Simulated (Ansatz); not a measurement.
Ta2GeN:
```yaml
crystal:
  lattice:
    - [3.27575, 0.00000, 0.00000]
    - [-1.63787, 2.83688, 0.00000]
    - [0.00000, 0.00000, 11.99076]
  atoms:
    - { symbol: Ge, position: [0.33333, 0.66667, 0.75000] }
    - { symbol: Ge, position: [0.66667, 0.33333, 0.25000] }
    - { symbol: Ta, position: [0.33333, 0.66667, 0.09213] }
    - { symbol: Ta, position: [0.66667, 0.33333, 0.59213] }
    - { symbol: Ta, position: [0.66667, 0.33333, 0.90787] }
    - { symbol: Ta, position: [0.33333, 0.66667, 0.40787] }
    - { symbol: N, position: [0.00000, 0.00000, 0.00000] }
    - { symbol: N, position: [0.00000, 0.00000, 0.50000] }
```

Relaxed with r²SCAN. Special points in fractions of this cell's reciprocal vectors: Γ (0.000, 0.000, 0.000); M (0.500, 0.000, 0.000); K (0.333, 0.333, 0.000); A (0.000, 0.000, 0.500); L (0.500, 0.000, 0.500); H (0.333, 0.333, 0.500).

### Question
List the band energies nearest the Fermi level at these points for DFT-r²SCAN with spin–orbit coupling in the program Ansatz with PAW potentials.

### Answer
In eV from the Fermi level; about four levels below and three above (degenerate sets whole), none deeper than 8.9 eV; points with the same levels are listed once.

```csv
k,below,above
Γ,-0.45 -0.45 -0.27 -0.27,0.24 0.24 0.47 0.47
M,-0.90 -0.90 -0.47 -0.47,0.75 0.75 0.85 0.85
K,-0.99 -0.99 -0.78 -0.78,0.03 0.03 0.05 0.05
A,-0.40 -0.40 -0.40 -0.40,0.11 0.11 0.11 0.11 0.11 0.11 0.11 0.11
L,-0.69 -0.69 -0.69 -0.69,0.76 0.76 0.76 0.76
H,-1.04 -1.04 -0.97 -0.97,0.22 0.22 0.24 0.24
```

Space group P6_3/mmc. The start of the workflow was typed in or built on a structure type; neither database checked (COD, Materials Project) lists it. Its standing as an ambient phase is unchecked. The cell was relaxed with r²SCAN under the symmetry of its start; whether a distortion lowers the energy is not shown. The run is not spin-polarised.

Potentials: the earlier of the program's two PAW sets.
